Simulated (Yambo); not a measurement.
```
CELL_PARAMETERS angstrom
      0.00000     2.73649     2.73649
      2.73649     0.00000     2.73649
      2.73649     2.73649     0.00000
ATOMIC_POSITIONS crystal
  Al 0.00000 0.00000 0.00000
  P  0.25000 0.25000 0.25000
```

AlP (zinc blende, space group F-43m, No. 216): mean Im ε in 1 eV windows above the direct gap of 4.16 eV, for different electron-hole kernels (Yambo, broadening 0.15 eV, norm-conserving PBE (Quantum ESPRESSO, 44 Ry, without SOC) bands; 10×10×10 mesh, 3 valence and 4 conduction bands, static screening with 18 bands and a 4 Ry block, scissor 0.94 eV, Tamm-Dancoff; field along x).

| window (eV) | independent quasiparticles | RPA (no attraction) | BSE |
|---|---|---|---|
| 4.2 to 5.2 | 12 | 8.8 | 26 |
| 5.2 to 6.2 | 20 | 16 | 11 |
| 6.2 to 7.2 | 13 | 12 | 6.3 |
| 7.2 to 8.2 | 5.5 | 6.0 | 3.6 |

This run doesn't resolve bound excitons or single peaks, so only averages are given, and they too depend on the mesh; weight that the attraction moves below the gap isn't listed. All transitions below 8.66 eV are in the band window. The scissor comes from a G0W0 run whose convergence isn't established.

Geometry of the Materials Project entry, not relaxed at this level.
